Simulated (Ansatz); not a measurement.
A geometry of Al away from equilibrium: the start of the relaxation of a generated cell, Al placed in the AFLOW prototype A_tP12_96_ab (as in Si). The numbers are results of PBE (plane waves to 420 eV, PAW, scalar-relativistic; Ansatz, a program for electronic structure), not measurements. Γ-centred k-mesh 5×5×4 on the run's cell (coarser than for final values), Fermi–Dirac smearing 0.05 eV.

```xyz
12
Lattice="5.5619 0.0000 0.0000 0.0000 5.5619 0.0000 0.0000 0.0000 7.0080" Properties=species:S:1:pos:R:3 pbc="T T T"
Al     0.4722     0.4722     0.0000
Al     3.2532     2.3088     1.7520
Al     2.3088     3.2532     5.2560
Al     5.0897     5.0897     3.5040
Al     0.9744     2.1091     1.9216
Al     3.7554     0.6719     6.8384
Al     1.8065     4.8900     3.3344
Al     4.5875     3.4528     5.4256
Al     3.4528     4.5875     1.5824
Al     0.6719     3.7554     0.1696
Al     4.8900     1.8065     3.6736
Al     2.1091     0.9744     5.0864
```

Give the Cartesian forces on all atoms (eV/Å).


| atom | Fx | Fy | Fz |
|---|---|---|---|
| Al1 | 1.93 | 1.93 | 0.00 |
| Al2 | 1.93 | -1.93 | 0.00 |
| Al3 | -1.93 | 1.93 | 0.00 |
| Al4 | -1.93 | -1.93 | 0.00 |
| Al5 | -1.43 | -0.63 | 1.07 |
| Al6 | -1.43 | 0.63 | -1.07 |
| Al7 | 1.43 | -0.63 | -1.07 |
| Al8 | 1.43 | 0.63 | 1.07 |
| Al9 | 0.63 | 1.43 | -1.07 |
| Al10 | 0.63 | -1.43 | 1.07 |
| Al11 | -0.63 | 1.43 | 1.07 |
| Al12 | -0.63 | -1.43 | -1.07 |

What is the pressure?

+18.4 GPa, compression positive.

How far above the relaxed end point is this geometry?

0.68 eV/atom; the path ends in P4₃2₁2 (No. 96).

No spin polarisation in the result.

The run could not lose the symmetry of its start, so the end can be a saddle point.

The end of the path is a generated cell of Al: the first start was made by placing the elements on the sites of a structure type, and the end was not matched to a known phase here, so it may be hypothetical. Known forms of Al include space group No. 225.
